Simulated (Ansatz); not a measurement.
Input file for Ansatz (an electronic-structure program):

Ansatz 0.2 input:
```yaml
crystal:
  lattice:
    - [0.0, 2.2625919311, 2.2625919311]
    - [2.2625919311, 0.0, 2.2625919311]
    - [2.2625919311, 2.2625919311, 0.0]
  atoms:
    - { symbol: Zr, position: [0.5, 0.5, 0.5] }
    - { symbol: N, position: [0.0, 0.0, 0.0] }
kpoints:
  mp_grid: { grid: [16, 16, 16] }
hamiltonian:
  xc: lda
  pseudopotentials: { azcp: { folder: ./paw }, kind: paw }
scf:
  occupations: { method: fermi_dirac, width: 0.1 }
phonons:
  method: dfpt
  response_accuracy: low
  eigenvectors: true
  rigid_motions: translations
```

Output (shortened):

```
Pseudopotential: Zr, paw, valence charge 12
Pseudopotential: N, paw, valence charge 5
Functional definition: SPW92
Crystal: 2 atoms, lattice volume = 23.166 Å³
Basis set: ecut = 420 eV, 459 PW (Γ), exchange–correlation on 48×48×48 points (8 copies of the dense FFT grid, shifted against one another)
Bands: 13, of which v1, the nominal top of the filled ones, is band 9 counted from 1 (8 counted from 0)
Symmetry: 48 space group operations
k-points: 349 of 4096 (irreducible under 8 space group operations, time reversal used)
SCF iter   1: F=—  HF=-4455.475996 eV  |F-HF|=—  |Δ(HF+E_count)|=         —  Δρ=4.28e-2  dr2=5.16e-1  ethr=3.10e-3  ⟨swp⟩=5.0  Hψ=22423  notcnv=0
preconditioner: auto → none
SCF iter   2: F=—  HF=-4455.426059 eV  |F-HF|=—  |Δ(HF+E_count)|=   4.99e-2  Δρ=2.89e-2  dr2=2.47e-1  ethr=3.03e-3  ⟨swp⟩=1.0  Hψ=7329  notcnv=0
SCF iter   3: F=—  HF=-4455.370289 eV  |F-HF|=—  |Δ(HF+E_count)|=   5.58e-2  Δρ=1.54e-3  dr2=1.85e-4  ethr=1.45e-3  ⟨swp⟩=2.0  Hψ=7263  notcnv=0
SCF iter   4: F=—  HF=-4455.370514 eV  |F-HF|=—  |Δ(HF+E_count)|=   2.25e-4  Δρ=3.06e-4  dr2=2.25e-5  ethr=1.09e-6  ⟨swp⟩=2.1  Hψ=8563  notcnv=0
SCF iter   5: F=—  HF=-4455.370510 eV  |F-HF|=—  |Δ(HF+E_count)|=   3.42e-6  Δρ=3.43e-5  dr2=7.76e-8  ethr=1.33e-7  ⟨swp⟩=2.2  Hψ=7447  notcnv=0
SCF iter   6: F=—  HF=-4455.370510 eV  |F-HF|=—  |Δ(HF+E_count)|=   5.72e-7  Δρ=5.31e-6  dr2=3.01e-9  ethr=4.57e-10  ⟨swp⟩=2.0  Hψ=7562  notcnv=0
SCF iter   7: F=—  HF=-4455.370510 eV  |F-HF|=—  |Δ(HF+E_count)|=  1.80e-10  Δρ=1.33e-6  dr2=3.21e-10  ethr=1.77e-11  ⟨swp⟩=2.0  Hψ=7545  notcnv=0
SCF iter   8: F=-4455.370510 eV  HF=-4455.370510 eV  |F-HF|=4.55e-12  |Δ(HF+E_count)|=  8.46e-11  Δρ=1.90e-7  dr2=6.52e-12  ethr=1.00e-12  ⟨swp⟩=4.1  Hψ=20620  notcnv=0
SCF 1 converged in 8 iterations: F = -4455.370510 eV  dr2 = 6.52e-12
DFPT response loops at Γ: preconditioner auto → Kerker (q_TF=auto, 2.591 Å⁻¹) (partly filled bands, converged f_vac=0.000) …
SCF converged after 8 iterations
Free energy (F): -4455.370510 eV
Harris-Foulkes:  -4455.370510 eV  (|F-HF|=4.55e-12)
Internal energy: -4455.350214 eV  (E = F + TS)
E sigma→0 (E₀):  -4455.360362 eV
Entropy (-TS):   -0.020295 eV (-10.148 meV/atom)
Fermi energy:    18.062268 eV
--- Per-component energies (eV) ---
  E_band       = -17.874233
  E_kinetic    = 449.869820
  E_local      = -569.642321  (includes V_loc(G=0)·N_el)
  E_nonlocal   = 113.818810
  E_hartree    = 183.754644
  E_xc         = -215.325089
  E_vxc        = -261.244446  (∫ρ·V_xc dr)
  E_paw        = -2977.401275  (= ΣΔE_a)
  E_vpaw       = -118.186112  (= ΣTr[D̂ρ^β])
  E_aug_tail   = 0.000759  (compensation charges beyond the density's cutoff)
  E_ewald      = -1440.876007
  E_core_change = 0.450444  (= ΣΔE_core)
  E_smearing   = -0.020295  (= −TS)
  E_closure    = 0.000000  (closes the sum)
  Σ components = -4455.370510   (vs F -4455.370510, Δ=0.00e0)
  [band-id]    e_kinetic+e_local+e_nonlocal+2·e_hartree+e_vxc+e_vpaw+e_augmentation_tail = -17.874201   (vs E_band -17.874233, Δ=3.22e-5)
--- Band table (eV; the first three rows and the last of 349) ---
  k-point 0: bands = ["-31.2366", "-8.8681", "-8.8681", "-8.8681", "1.8412", "15.3832", "15.3832", "15.3832", "17.6199", "17.6199", "17.6199", "19.7161", "19.7161"]
  k-point 1: bands = ["-31.2302", "-8.9268", "-8.8723", "-8.8723", "1.9317", "15.0283", "15.1309", "15.1309", "17.7491", "17.7491", "17.7553", "20.0307", "20.0307"]
  k-point 2: bands = ["-31.2118", "-9.0901", "-8.8840", "-8.8840", "2.1880", "14.2214", "14.5631", "14.5631", "18.0140", "18.0807", "18.0807", "20.8304", "20.8304"]
  k-point 348: bands = ["-31.0085", "-9.6222", "-9.6222", "-9.3606", "3.0527", "12.4837", "13.3085", "13.3085", "19.1309", "19.1309", "22.9076", "23.1072", "24.3229"]
--- Phonons (Γ-DFPT): 2 representative perturbations + reference, on 349 of 4096 k-points (Σ response iterations 5) ---
  ASR residual: 2.278e-4 → 0.000e0 eV/Å²; symmetrization residual: 8.647e-6 eV/Å²
  ASR residual per site (eV/Å²): 2.28e-4 1.18e-4
  Γ frequencies (cm⁻¹): 0.00 0.00 0.00 511.65 511.65 511.65
  non-analytic LO–TO correction: not included (Born effective charges unavailable; polar crystals: no LO–TO splitting at Γ)
```

Cost: roughly 20 core-seconds on shared cores.

Space group Fm-3m (rock salt). The cell was relaxed with LDA under the symmetry of its start; of distortions, only those at the zone centre were tested. No spin polarisation was allowed. With an odd number of electrons in the cell and no spin polarisation, the count alone makes it a metal. As this level gives no gap, phonon frequencies hold no LO–TO term and depend on the k-mesh and smearing (Fermi–Dirac, 0.1 eV here). Scalar-relativistic: spin–orbit coupling is off unless named, which matters more the heavier the elements.

Potentials: the earlier of the program's two PAW sets.

Ansatz is a plane-wave DFT program.
